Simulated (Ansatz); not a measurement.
CuO:
```
CELL_PARAMETERS angstrom
      2.01567    -2.01851     0.00000
      2.01567     2.01851     0.00000
      0.00000     0.00000     5.04453
ATOMIC_POSITIONS crystal
  Cu 0.00000 0.50000 0.50000
  Cu 0.50000 0.00000 0.00000
  O  0.50000 0.50000 0.25000
  O  0.50000 0.50000 0.75000
```

Relaxed with LDA. Special points in fractions of this cell's reciprocal vectors: Γ (0.000, 0.000, 0.000); Y (-0.500, 0.500, 0.000); C0 (-0.499, 0.501, 0.000); Σ0 (0.499, 0.499, 0.000); Z (0.000, 0.000, 0.500); A0 (0.499, 0.499, 0.500); E0 (-0.499, 0.501, 0.500); T (-0.500, 0.500, 0.500); S (0.000, 0.500, 0.000); R (0.000, 0.500, 0.500).

List the band energies nearest the Fermi level at these points for plane-wave PAW LDA (Ansatz code).

In eV from the Fermi level; about four levels below and three above (degenerate sets whole), none deeper than 8.9 eV; … stands for higher levels left out; points with the same levels are listed once.

```json
[
 {"k": "Γ", "below": "-2.66 -2.66 -2.63 -2.53 -2.13", "above": "0.70 0.70 1.59"},
 {"k": "Y", "below": "-2.57 -2.57 -1.68 -1.29 -1.29", "above": "1.20 1.68 …"},
 {"k": "Z", "below": "-2.53 -2.53 -1.70 -1.70", "above": "0.05 0.05 …"},
 {"k": "A0", "below": "-1.54 -1.54 -0.52 -0.52", "above": "…"},
 {"k": "S", "below": "-2.48 -2.10 -1.73 -1.66", "above": "0.22 0.45 3.32"},
 {"k": "R", "below": "-2.60 -2.23 -1.98 -0.12", "above": "0.71 4.07 …"}
]
```

Space group P4_2/mmc. A made-up cell: these elements were put on the sites of a structure type; neither database checked (COD, Materials Project) lists it. It is not the phase usual at ambient conditions (space group No. 15). Symmetry was held in the LDA relaxation; of distortions, only those at the zone centre were tested. No spin polarisation was allowed. No Hubbard U is applied. Without spin polarisation and U, an open-shell compound can come out a false metal. Point labels and valley counts follow the cell and symmetry of the run, lower than the named group.

Potentials: the later of the program's two PAW sets.
